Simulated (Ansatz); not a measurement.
A: CoSi2 (fluorite type, space group Fm-3m), a = 5.313 Å, b = 5.313 Å, c = 5.313 Å, α = 90.00°, β = 90.00°, γ = 90.00°
B: BAs (zinc blende), a = b = c = 4.768 Å, α = β = γ = 90.00°
C: CdSe (zinc blende), a = b = c = 6.0820 Å, α = β = γ = 90.00°
D: Ni (fcc, Cu type), a = b = c = 3.463 Å, α = β = γ = 90.00°

Scan: energy over volume and axial ratio (atoms clamped). One method and one kind of scan serve all of them; meshes and ranges differ. All were relaxed with their symmetry unable to fall. CoSi2 is run without spin polarisation. Relaxed Ni ends ferromagnetic. The PAW data are Ansatz's earlier set. Other magnetic orders were not checked, so this need not be the ground state. (This holds for the magnetic or f-shell members.)

**Question.** Rank these by shear modulus C′ = (C11 − C12)/2 (fitted) (lowest first), as PBEsol (plane waves to 420 eV, PAW, scalar-relativistic; Ansatz, a first-principles code) gives it.

**Answer.** C (9 GPa), A (50 GPa), D (70 GPa), B (103 GPa)

(Under strain, the slope of the energy per volume gives the stress and its curvature an elastic modulus.)
